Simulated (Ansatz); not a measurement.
CdO (rock salt)

```cif
data_CdO
_chemical_formula_sum 'O1 Cd1'
_space_group_name_H-M_alt 'P 1'
_space_group_IT_number 1
_cell_length_a 3.37126
_cell_length_b 3.37126
_cell_length_c 3.37126
_cell_angle_alpha 60.000
_cell_angle_beta 60.000
_cell_angle_gamma 60.000
loop_
_space_group_symop_operation_xyz
  'x, y, z'
loop_
_atom_site_label
_atom_site_type_symbol
_atom_site_fract_x
_atom_site_fract_y
_atom_site_fract_z
_atom_site_occupancy
O1 O 0.00000 0.00000 0.00000 1
Cd1 Cd 0.50000 0.50000 0.50000 1
```

Equation-of-state scan: isotropic scaling of the cell above, V₀ being its volume. Symmetry pins the atoms to their sites.

The numbers are results of PBE (plane waves to 420 eV, PAW, scalar-relativistic; Ansatz, a program for electronic structure), not measurements. k mesh 13×13×13 (Γ-centred), Fermi-Dirac smearing 0.05 eV. E stands for the smeared free energy. CdO was relaxed with its symmetry unable to fall. ΔE is measured from the relaxed starting cell. The last digit holds for this mesh only.

```tsv
V (Å³/atom)	ΔE (meV/atom)
12.192	65.2
12.418	43.7
12.644	27.0
12.869	14.7
13.095	6.3
13.321	1.5
13.547	0.0
13.773	1.4
13.998	5.5
14.224	12.1
14.450	20.8
14.676	31.6
14.901	44.2
```

### Question
What bulk modulus B₀ follows from a third-order Birch-Murnaghan fit?

### Answer
126 GPa.

### Question
What is the fitted pressure derivative B₀′?

### Answer
4.8.

(Under strain, the slope of the energy per volume gives the stress and its curvature an elastic modulus.)
